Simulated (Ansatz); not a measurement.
ZnS (wurtzite)

```yaml
crystal:
  lattice:
    - [3.80610, 0.00000, 0.00000]
    - [-1.90305, 3.29618, 0.00000]
    - [0.00000, 0.00000, 6.24474]
  atoms:
    - { symbol: Zn, position: [0.66667, 0.33333, 0.99975] }
    - { symbol: Zn, position: [0.33333, 0.66667, 0.49975] }
    - { symbol: S, position: [0.66667, 0.33333, 0.62545] }
    - { symbol: S, position: [0.33333, 0.66667, 0.12545] }
```

E(V) scan at fixed shape, V₀ the volume above. The atoms relax within the cell's symmetry.

All values below come from r2SCAN (plane waves to 500 eV, PAW, scalar-relativistic; Ansatz, a first-principles code). k mesh 10×10×6 (Γ-centred), Fermi-Dirac smearing 0.05 eV. The energy includes the smearing's −TS. With the shape held, the modulus is that of even scaling; a crystal free to change shape is softer. ZnS was relaxed with its symmetry unable to fall. ΔE is measured from the relaxed starting cell.

```csv
V (Å³/atom),ΔE (meV/atom)
17.627,57.7
18.019,35.5
18.411,19.2
18.803,8.2
19.194,2.0
19.586,0.0
19.978,1.8
20.369,7.1
20.761,15.5
21.153,26.7
21.545,40.3
```

What is the fitted pressure derivative B₀′?

4.3.

What bulk modulus at fixed cell shape B₀ follows from a third-order Birch-Murnaghan fit?

78.2 GPa. Check by three points about V = 19.586 Å³/atom, step 0.392: d²E/dV² ≈ (2.0 − 2·0.0 + 1.8) meV / 0.392² = 0.0248 eV/Å⁶, and V·d²E/dV² × 160.2 = 77.7 GPa.

(Under strain, the slope of the energy per volume gives the stress and its curvature an elastic modulus.)
